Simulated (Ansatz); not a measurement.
Polymorphs of CdO, each relaxed with DFT-PBEsol in the program Ansatz with PAW potentials:

A: wurtzite (P6_3mc)
a = 3.624 Å, b = 3.624 Å, c = 5.658 Å, α = 90.00°, β = 90.00°, γ = 120.00°

```csv
atom,site,symmetry,x,y,z
Cd,2b,3m.,0.6667,0.3333,0.4974
O,2b,3m.,0.3333,0.6667,0.3875
```

B: rock salt (Fm-3m)
a = b = c = 4.6902 Å, α = β = γ = 90.00°

```json
[
 {"atom": "Cd", "site": "4a", "symmetry": "m-3m", "x": "0.0000", "y": "0.0000", "z": "0.0000"},
 {"atom": "O", "site": "4b", "symmetry": "m-3m", "x": "0.5000", "y": "0.5000", "z": "0.5000"}
]
```

**Question.** Put the candidates in order of energy per atom at 0 K, lowest first, for PBEsol.

**Answer.** B (+0 meV/atom), A (+52 meV/atom)

Not the usual ambient phase: A. All cells were relaxed under the symmetry of their starts (and spin orders); stability against distortions was not tested throughout. Scalar-relativistic: spin–orbit coupling is off unless named, which matters more the heavier the elements.

Energies hold the estimated change up to a 700 eV cutoff; steps of a few meV lie near the error of the meshes.

Potentials: the later of the program's two PAW sets.
